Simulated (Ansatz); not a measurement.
One crystal and one scan (generalised stacking-fault energy along a line) at two levels, r2SCAN (plane waves to 500 eV, PAW, scalar-relativistic; Ansatz, a program for electronic structure) and PBE (plane waves to 420 eV, PAW, scalar-relativistic; Ansatz), each from its own relaxed cell and on its own mesh. The cell shown is that of r2SCAN.

SnTe (rock salt) is sheared across one {100} plane: the third cell vector gains the shift, so faults repeat every 9.6 Å. The cut lies between planes 3.18 Å apart; the cell height is held.

```yaml
crystal:
  lattice:
    - [4.50403, 0.00000, 0.00000]
    - [0.00000, 4.50403, 0.00000]
    - [2.25201, 2.25201, 9.55448]
  atoms:
    - { symbol: Te, position: [0.00000, 0.00000, 0.83333] }
    - { symbol: Te, position: [0.33333, 0.33333, 0.16667] }
    - { symbol: Te, position: [0.66667, 0.66667, 0.50000] }
    - { symbol: Sn, position: [0.50000, 0.50000, 0.83333] }
    - { symbol: Sn, position: [0.83333, 0.83333, 0.16667] }
    - { symbol: Sn, position: [0.16667, 0.16667, 0.50000] }
```

In-plane vectors a = (4.504, 0.000) Å, b = (0.000, 4.504) Å, area 20.29 Å². The shift is s times the vector a + b (length 6.370 Å), so s = 1 restores the start. Atoms relax along the normal only. γ = [E(shift) − E(0)] / area.

E is the zero-smearing estimate. SnTe was relaxed with its symmetry unable to fall. Spin-orbit coupling is left out, though Te is heavy. As the smearing reaches across the gap at some points, the k mesh leaves noise in γ, roughly 0.02 J/m² as judged from a few cases. Faults lie only 9.6 Å apart, and holding the cell height raises γ above its relaxed value. Percentages come from the unrounded values. Both scans cover s from 0.000 to 0.917.

Results of r2SCAN:

```
Quantity                                                                                                                       Result
------------------------------------------------------------------  -----------------------------------------------------------------
Lattice constant a (Å)                                                                                                          6.370
Steepest slope dγ/d(shift) before the first maximum (spline) (GPa)                                                                2.7
Position of the highest point                                       s = 0.333 and s = 0.417 and s = 0.500 and s = 0.583 and s = 0.667
```

Estimate the PBE values.


| quantity | PBE | r2SCAN − PBE |
|---|---|---|
| Lattice constant a (Å) | 6.409 | -0.039 (-0.6 %) |
| Steepest slope dγ/d(shift) before the first maximum (spline) (GPa) | 2.5 | +0.2 (+8 %) |

r2SCAN gives the lower value for: lattice constant a. Both give the same position of the highest point: s = 0.333 and s = 0.417 and s = 0.500 and s = 0.583 and s = 0.667. Neither level is exact: the differences show how much the result hangs on the functional.

(The slope of γ gives the shear force per area between the displaced halves; near zero shift its curvature is an elastic stiffness.)
